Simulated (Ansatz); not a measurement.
The start is a generated trial cell of Sb2Se3 in the stibnite structure type. Cell shape, volume and atoms are optimised at zero target pressure with PBEsol (plane waves to 420 eV, PAW, scalar-relativistic; Ansatz, a program for electronic structure). The first steps use a coarse 2×5×2 k-mesh.

Initial structure:
```yaml
crystal:
  lattice:
    - [11.88804, 0.00000, 0.00000]
    - [0.00000, 4.03532, 0.00000]
    - [0.00000, 0.00000, 11.82798]
  atoms:
    - { symbol: Sb, position: [0.97063, 0.25000, 0.17398] }
    - { symbol: Sb, position: [0.47063, 0.25000, 0.32602] }
    - { symbol: Sb, position: [0.02937, 0.75000, 0.82602] }
    - { symbol: Sb, position: [0.52937, 0.75000, 0.67398] }
    - { symbol: Sb, position: [0.64939, 0.25000, 0.96397] }
    - { symbol: Sb, position: [0.14939, 0.25000, 0.53603] }
    - { symbol: Sb, position: [0.35061, 0.75000, 0.03603] }
    - { symbol: Sb, position: [0.85061, 0.75000, 0.46397] }
    - { symbol: Se, position: [0.29220, 0.25000, 0.19181] }
    - { symbol: Se, position: [0.79220, 0.25000, 0.30819] }
    - { symbol: Se, position: [0.70780, 0.75000, 0.80819] }
    - { symbol: Se, position: [0.20780, 0.75000, 0.69181] }
    - { symbol: Se, position: [0.45040, 0.25000, 0.87700] }
    - { symbol: Se, position: [0.95040, 0.25000, 0.62300] }
    - { symbol: Se, position: [0.54960, 0.75000, 0.12300] }
    - { symbol: Se, position: [0.04960, 0.75000, 0.37700] }
    - { symbol: Se, position: [0.62460, 0.25000, 0.56110] }
    - { symbol: Se, position: [0.12460, 0.25000, 0.93890] }
    - { symbol: Se, position: [0.37540, 0.75000, 0.43890] }
    - { symbol: Se, position: [0.87540, 0.75000, 0.06110] }
```

```yaml
largest_initial_force: 0.36 eV/Å, on Se13, Se14, Se15, Se16 (atoms numbered as listed)
outcome: The space group stays Pnma (No. 62) (the run could not lower it); the end is AFLOW prototype A3B2_oP20_62_3c_2c (D5_8, as in Sb2S3), with 20 atoms in the primitive cell
energy_released: 0.02 eV/atom
volume_change: -6.4 %, from 28.37 to 26.54 Å³/atom
Shortest distances (start → end): "The closest pairs of elements (up to four, under 3.6 Å), start → end: Sb–Se 2.58 → 2.62 Å; Se–Se 3.59 → 3.36 Å"
band_gap_at_the_end: 0.84 eV, indirect (valence top at X, conduction bottom at k = (0.3333, 0.2857, 0)) (no spin-orbit coupling)
optimiser_moves: 9
```

Final values are on a 3×7×3 k-mesh of the relaxed cell. No spin polarisation in the result. Without spin-orbit coupling the bands of the heavy element are not split, so the gap can be far off.

The run could not lose the symmetry of its start.

The first start was generated by placing the elements on the sites of a structure type. A measured structure of Sb2Se3 has the same space group, Pnma (No. 62); the sites were not compared with it.
